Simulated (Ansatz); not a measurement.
SiS$_{2}$:
```
SiS2
1.0
    6.22555     0.00000     0.00000
    0.00000     7.83226     0.00000
   -1.39791     0.00000     5.67853
Si S
4 8
Direct
  0.12159   0.36475   0.61584
  0.87841   0.63525   0.38416
  0.87841   0.86475   0.88416
  0.12159   0.13525   0.11584
  0.22726   0.60605   0.51181
  0.77274   0.39395   0.48819
  0.77274   0.10605   0.98819
  0.22726   0.89395   0.01181
  0.25088   0.14232   0.48861
  0.74912   0.85768   0.51139
  0.74912   0.64232   0.01139
  0.25088   0.35768   0.98861
```

Relaxed with r²SCAN+D4.

Q: Map the electron localisation function on the plane through (0.122, 0.365, 0.616) spanned by u = [0, 1, 0] and v = [1, 0, -1] in lattice vectors, from r²SCAN+D4 in the plane-wave PAW code Ansatz.

A: x is the fraction of u, y of v (the angle between them is 90°; rows are the nearest grid lines); atoms in the plane: Si at (0.00, 0.00), S at (0.24, 0.10), S at (0.78, 0.13).
```
y \ x   0.000  0.103  0.179  0.282  0.359  0.462  0.538  0.641  0.718  0.821  0.897   1.00
------  -----  -----  -----  -----  -----  -----  -----  -----  -----  -----  -----  -----
1.00    0.652  0.699  0.715  0.805  0.601  0.016  0.011  0.260  0.772  0.715  0.668  0.652
0.925   0.371  0.255  0.152  0.192  0.039  0.060  0.069  0.021  0.024  0.095  0.279  0.371
0.850   0.195  0.095  0.023  0.019  0.099  0.424  0.392  0.094  0.051  0.026  0.058  0.195
0.775   0.020  0.019  0.136  0.421  0.436  0.154  0.126  0.520  0.602  0.565  0.059  0.020
0.700   0.008  0.428  0.905  0.847  0.869  0.449  0.398  0.875  0.689  0.879  0.634  0.008
0.625   0.008  0.738  0.916  0.005  0.788  0.651  0.470  0.838  0.073  0.839  0.746  0.008
0.550   0.006  0.282  0.793  0.840  0.862  0.298  0.067  0.808  0.930  0.893  0.416  0.006
0.450   0.016  0.011  0.058  0.415  0.189  0.012  0.009  0.021  0.130  0.029  0.010  0.016
0.375   0.020  0.011  0.006  0.007  0.009  0.016  0.017  0.008  0.005  0.009  0.014  0.020
0.300   0.012  0.010  0.043  0.063  0.011  0.017  0.020  0.016  0.143  0.267  0.042  0.012
0.225   0.028  0.332  0.850  0.885  0.498  0.010  0.011  0.315  0.768  0.859  0.666  0.028
0.150   0.216  0.743  0.832  0.805  0.848  0.049  0.027  0.820  0.642  0.346  0.804  0.216
0.0750  0.374  0.890  0.658  0.500  0.839  0.077  0.023  0.889  0.917  0.757  0.900  0.374
0.000   0.652  0.699  0.715  0.805  0.601  0.016  0.011  0.260  0.772  0.715  0.668  0.652
```

The density is the valence pseudo-density with augmentation charge, so density and ELF within about 1 Å of a nucleus are not all-electron values.

Space group P2_1/c. The workflow started from a Materials Project entry (that database holds measured and hypothetical structures alike); the Crystallography Open Database copy checked does not list it. COD files the formula under space group No. 72, 122, so this cell is another polymorph or a model. Whether it is the stable phase at ambient conditions was not checked. The cell was relaxed with r²SCAN+D4 under the symmetry of its start; its stability against distortions is not shown here.

Potentials: the later of the program's two PAW sets.
